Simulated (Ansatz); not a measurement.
# MoS2 with Si replacing Mo: a ladder of calculations

Cell of run 1: a supercell of MoS2 (space group P6_3/mmc) built from a structure deposited in the COD, with all atoms left at the host's positions.

```
Si Mo S
1.0
     6.33800    0.00000    0.00000
    -3.16900    5.48887    0.00000
     0.00000    0.00000   12.32400
Si Mo S
1 7 16
Cartesian
  0.0000 1.8296 3.0810
  -1.5845 4.5741 3.0810
  3.1690 1.8296 3.0810
  1.5845 4.5741 3.0810
  1.5845 0.9148 9.2430
  0.0000 3.6592 9.2430
  4.7535 0.9148 9.2430
  3.1690 3.6592 9.2430
  0.0000 1.8296 7.6779
  -1.5845 4.5741 7.6779
  3.1690 1.8296 7.6779
  1.5845 4.5741 7.6779
  1.5845 0.9148 1.5159
  0.0000 3.6592 1.5159
  4.7535 0.9148 1.5159
  3.1690 3.6592 1.5159
  0.0000 1.8296 10.8081
  -1.5845 4.5741 10.8081
  3.1690 1.8296 10.8081
  1.5845 4.5741 10.8081
  1.5845 0.9148 4.6461
  0.0000 3.6592 4.6461
  4.7535 0.9148 4.6461
  3.1690 3.6592 4.6461
```

Atom numbers follow the list; atoms alike are taken as one site, whose name carries the number of the first.

Relaxed positions (PBE, cell held):

```
CELL_PARAMETERS angstrom
6.33800 0.00000 0.00000
-3.16900 5.48887 0.00000
0.00000 0.00000 12.32400
ATOMIC_POSITIONS crystal
Si 0.16667 0.33333 0.25000
Mo 0.16177 0.83089 0.25000
Mo 0.66911 0.33823 0.25000
Mo 0.66911 0.83089 0.25000
Mo 0.33335 0.16665 0.75000
Mo 0.33335 0.66669 0.75000
Mo 0.83331 0.16665 0.75000
Mo 0.83333 0.66667 0.75000
S 0.16667 0.33333 0.62344
S 0.16682 0.83341 0.62323
S 0.66659 0.33318 0.62323
S 0.66659 0.83341 0.62323
S 0.32913 0.17087 0.12791
S 0.32913 0.65826 0.12791
S 0.84174 0.17087 0.12791
S 0.83333 0.66667 0.12184
S 0.16667 0.33333 0.87656
S 0.16682 0.83341 0.87677
S 0.66659 0.33318 0.87677
S 0.66659 0.83341 0.87677
S 0.32913 0.17087 0.37209
S 0.32913 0.65826 0.37209
S 0.84174 0.17087 0.37209
S 0.83333 0.66667 0.37816
```

All runs are DFT with Ansatz 0.2.0 (plane waves and PAW, scalar-relativistic unless spin–orbit coupling is named, Γ-centred meshes, Fermi–Dirac smearing where given) in this cell.

Run 1: PBE, atoms at the host's positions; 420 eV, 4×4×2 k-points, smearing 0.01 eV.
Run 2: PBE, atoms relaxed; 420 eV, 4×4×2 k-points, smearing 0.01 eV.
Run 3: r2SCAN, at the relaxed atoms; 500 eV, 4×4×2 k-points, smearing 0.01 eV.

Q: What does each run give, and what moves the gradients most?

A: 

```csv
run,Si V_zz (η),Mo2 V_zz (η),S13 V_zz (η)
1,-1.92 (0.00),-11.08 (0.34),-3.29 (0.26)
2,-2.20 (0.00),-11.43 (0.51),-4.38 (0.02)
3,-2.18 (0.00),-12.09 (0.42),-4.41 (0.02)
```

V_zz in 10²¹ V/m²; 3 of the 8 sets of like atoms are followed. Against run 1, the gradient tensors on these sites move by at most 1.58 in run 2 (S13), 1.46 in run 3 (S13). Taken one at a time, the positions of the atoms (as given or relaxed) move the tensors on these sites by up to 1.58 (largest principal value of the change, on S13), the functional (r2SCAN with its higher cutoff) by 0.70 (Mo2).

The defect repeats with the cell of 24 atoms, so it feels its images: sites between two images don't show the values beside a lone defect, and zeros or small values of η there can come from the images' arrangement. Mo and S carry a gradient in the pure host already, so the values there aren't the defect's effect alone. Without spin–orbit coupling (the program notes it for Mo) the gradients can shift somewhat, as the gap is small. The relaxation keeps the site symmetry -6m2 of the start, so the impurity can't leave its site; a distortion that would localise the partly filled state isn't explored. In run 1 the atoms aren't at the calculated equilibrium (largest force 0.89 eV/Å). In runs 1, 2, 3 the defect cell has no gap above 0.1 eV, so the values hang on the smearing and the k-mesh. The run isn't spin-polarised, and a state with spin may lie lower.
